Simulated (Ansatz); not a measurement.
TaAl (L1₀ or tetragonal B2, P4/mmm) at seven volumes, DFT-PBE in the program Ansatz with PAW potentials, shape and atoms relaxed at each. One row is withheld.

```csv
V (Å³/atom),P (GPa)
15.302,17.78
15.807,10.94
16.311,?
16.816,0.00
17.320,-4.35
17.825,-8.09
18.329,-11.29
```

Task: Fit the shown pressures and predict the withheld one.

Result: P = (3/2)B₀(x^(7/2) − x^(5/2))[1 + (3/4)(B′ − 4)(x − 1)] with x = (V₀/V)^(2/3). Least squares on the six rows gives V₀ = 16.816 Å³/atom, B₀ = 156 GPa, B′ = 4.02. At V = 16.311, x = 1.0205 and P = 5.06 GPa. The run itself gave 5.06 GPa.

The start of the workflow was typed in or built on a structure type; neither database checked (COD, Materials Project) lists it. Its standing as an ambient phase is unchecked. Symmetry was held in the PBE relaxation; whether a distortion lowers the energy is not shown. No spin polarisation was allowed. Scalar-relativistic: spin–orbit coupling is off unless named, which matters more the heavier the elements.

Potentials: the earlier of the program's two PAW sets.
